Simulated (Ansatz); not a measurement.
Mo:
```
CELL_PARAMETERS angstrom
      2.73009     0.00000     0.00000
     -1.36504     2.36433     0.00000
      0.00000     0.00000     4.83721
ATOMIC_POSITIONS crystal
  Mo 0.33333 0.66667 0.25000
  Mo 0.66667 0.33333 0.75000
```

Relaxed with PBEsol. Special points in fractions of this cell's reciprocal vectors: Γ (0.000, 0.000, 0.000); M (0.500, 0.000, 0.000); K (0.333, 0.333, 0.000); A (0.000, 0.000, 0.500); L (0.500, 0.000, 0.500); H (0.333, 0.333, 0.500).

Problem. List the band energies nearest the Fermi level at these points for DFT-PBEsol in the program Ansatz with PAW potentials.

Solution. In eV from the Fermi level; about four levels below and three above (degenerate sets whole), none deeper than 8.9 eV; … stands for higher levels left out; points with the same levels are listed once.

| k | below | above |
|---|---|---|
| Γ | -0.69 -0.69 -0.16 -0.16 | 0.69 1.48 1.48 |
| M | -1.21 -0.45 -0.30 -0.19 | 3.84 4.64 4.91 |
| K | -2.39 -2.39 -2.10 -1.50 -1.50 | 0.27 2.58 2.72 2.72 |
| A | -0.66 -0.66 -0.66 -0.66 | … |
| L | -4.87 -4.87 -3.42 -3.42 | 1.26 1.26 1.87 1.87 |
| H | -2.67 -2.67 -1.13 -1.13 | 0.40 0.40 3.60 3.60 |

Space group P6_3/mmc (hcp (Mg type)). The start of the workflow was typed in or built on a structure type; the Crystallography Open Database copy checked does not list it. It is not the phase usual at ambient conditions (space group No. 229). The cell was relaxed with PBEsol under the symmetry of its start; phonons show weakly imaginary modes. The run is not spin-polarised. Scalar-relativistic: spin–orbit coupling is off unless named, which matters more the heavier the elements.

Potentials: the later of the program's two PAW sets.
